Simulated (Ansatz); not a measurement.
Ag:
```
CELL_PARAMETERS angstrom
      2.71450     0.00000     0.00000
      0.00000     2.71450     0.00000
      0.00000     0.00000     2.71450
ATOMIC_POSITIONS crystal
  Ag 0.00000 0.00000 0.00000
```

Relaxed with r²SCAN. Special points in fractions of this cell's reciprocal vectors: Γ (0.000, 0.000, 0.000); X (0.000, 0.500, 0.000); M (0.500, 0.500, 0.000); R (0.500, 0.500, 0.500).

Question: List the band energies nearest the Fermi level at these points for r²SCAN in the plane-wave PAW code Ansatz.

Answer: In eV from the Fermi level; about four levels below and three above (degenerate sets whole), none deeper than 8.9 eV; … stands for higher levels left out; points with the same levels are listed once.

```tsv
k	below	above
Γ	-6.30 -6.30 -3.17 -3.17 -3.17	…
X	-4.19 -4.19 -3.07 -0.55	…
M	-5.45 -4.01 -4.01 -2.32	…
R	-5.74 -5.74 -5.74 -2.26 -2.26	…
```

Space group Pm-3m (simple cubic). A made-up cell: these elements were put on the sites of a structure type; neither database checked (COD, Materials Project) lists it. It is not the phase usual at ambient conditions (space group No. 225). Symmetry was held in the r²SCAN relaxation. At this level the phase is mechanically unstable. No spin polarisation was allowed. Scalar-relativistic: spin–orbit coupling is off unless named, which matters more the heavier the elements.

Potentials: the later of the program's two PAW sets.
